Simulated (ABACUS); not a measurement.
Input and output of a self-consistent single point for La2O3 (P-3m1, 5 atoms in the cell; from Materials Project mp-1968, changed as shown) (ABACUS).

Computed with PBE, PseudoDojo 0.5 standard norm-conserving PBE (tails mended) pseudopotentials (plane waves; ABACUS).

The change in words: lattice vector c scaled by 0.99. Reference geometry (P-3m1):
```yaml
crystal:
  lattice:
    - [3.86946, 0.00000, 0.00000]
    - [-1.93473, 3.35105, 0.00000]
    - [0.00000, 0.00000, 6.01660]
  atoms:
    - { symbol: La, position: [0.66667, 0.33333, 0.75376] }
    - { symbol: La, position: [0.33333, 0.66667, 0.24624] }
    - { symbol: O, position: [0.66667, 0.33333, 0.35411] }
    - { symbol: O, position: [0.33333, 0.66667, 0.64589] }
    - { symbol: O, position: [0.00000, 0.00000, 0.00000] }
```

Reference input (self-consistent single point, DFT, PBE, plane waves, PseudoDojo 0.5 standard norm-conserving PBE (tails mended) pseudopotentials): KPT = Gamma 6 6 4 0 0 0; basis_type = pw; ecutwfc = 110 Ry; smearing_method = fixed; potentials = PseudoDojo 0.5 standard norm-conserving PBE (tails mended); symmetry = 1; symmetry_prec = 1e-05; ks_solver = dav; scf_nmax = 100; scf_thr = 1.0e-09 Ry; mixing_type = pulay. This run's input differs from it in these lines:

```diff
@@ -27,3 +27,3 @@
   -0.4999999761    0.8660251921    0.0000000000
-   0.0000000000    0.0000000000    1.5548949239
+   0.0000000000    0.0000000000    1.5393459850
 
@@ -35,4 +35,4 @@
 2
-   3.6561134812    2.1108534658    8.5700505192 1 1 1
-  -0.0000036561    4.2217132641    2.7996832411 1 1 1
+   3.6561134812    2.1108534658    8.4843500710 1 1 1
+  -0.0000036561    4.2217132641    2.7716864273 1 1 1
 
@@ -41,4 +41,4 @@
 3
-   3.6561134812    2.1108534658    4.0261364219 1 1 1
-  -0.0000036561    4.2217132641    7.3435973385 1 1 1
+   3.6561134812    2.1108534658    3.9858750844 1 1 1
+  -0.0000036561    4.2217132641    7.2701614139 1 1 1
    0.0000000000    0.0000000000    0.0000000000 1 1 1
```

Log, with long lists cut:

```
 SELF-CONSISTENT
 -------------------------------------------
                                 init_chg = atomic

 PW ALGORITHM --------------- ION=   1  ELEC=   1--------------------------------

 Density error is 1.71119200142
                          Error Threshold = 0.01
 E_KohnSham     -239.4987852918      -3258.5481440471
 E_Fermi        0.5996306134         8.1583930372

 PW ALGORITHM --------------- ION=   1  ELEC=   2--------------------------------

 Density error is 6.49467011891
                          Error Threshold = 0.00427798000355
 E_KohnSham     -239.0747411709      -3252.7787277994
   [... lines left out ...]

 Density error is 1.77975400675e-09
                          Error Threshold = 2.41609906589e-10
 E_KohnSham     -240.4126839044      -3270.9823725726
 E_Fermi        0.7877622396         10.7180551277

 PW ALGORITHM --------------- ION=   1  ELEC=  11--------------------------------

 Density error is 2.5181303195e-10
                          Error Threshold = 4.44938501688e-12
 E_KohnSham     -240.4126839065      -3270.9823726011
 E_KS(sigma->0) -240.4126839065      -3270.9823726011
 E_entropy(-TS) 0.0000000000         0.0000000000
 E_Fermi        0.7877634940         10.7180721947
 charge density convergence is achieved
 final etot is -3270.9823726 eV
 EFERMI = 10.718072195 eV

 STATE ENERGY(eV) AND OCCUPATIONS    NSPIN == 1
   [... 27 lines left out ...]

 TOTAL-FORCE (eV/Angstrom)
                       La1         0.0000000000         0.0000000000         0.4927710202
                       La2         0.0000000000         0.0000000000        -0.4927710202
                        O1         0.0000000000         0.0000000000         0.0058449872
                        O2         0.0000000000         0.0000000000        -0.0058449872
                        O3         0.0000000000         0.0000000000         0.0000000000

 TOTAL-STRESS (KBAR)
       101.8791202905        -0.0000000000         0.0000000000
         0.0000000000       101.8791603559        -0.0000000000
         0.0000000000         0.0000000000        96.8926839157
 TOTAL-PRESSURE: 100.216988 KBAR

 --------------------------------------------
 !FINAL_ETOT_IS -3270.9823726010617975 eV
 --------------------------------------------
```

The run converged in 11 iterations. Against the reference run the free energy rises by 8.5 meV/atom, the pressure goes from 8.58 to 10.02 GPa, the largest force goes from 0.367 to 0.493 eV/Å and the gap on the mesh goes from 3.876 to 3.831 eV.

The structure comes from a collection of computed structures, made at another level of theory; the collection holds predicted forms beside known ones. Its lattice was then scaled.

Cost on one core: around 5 core-minutes (rough).

“Tails mended”: in these copies of the files the far tail of each local potential was reset to the Coulomb form.
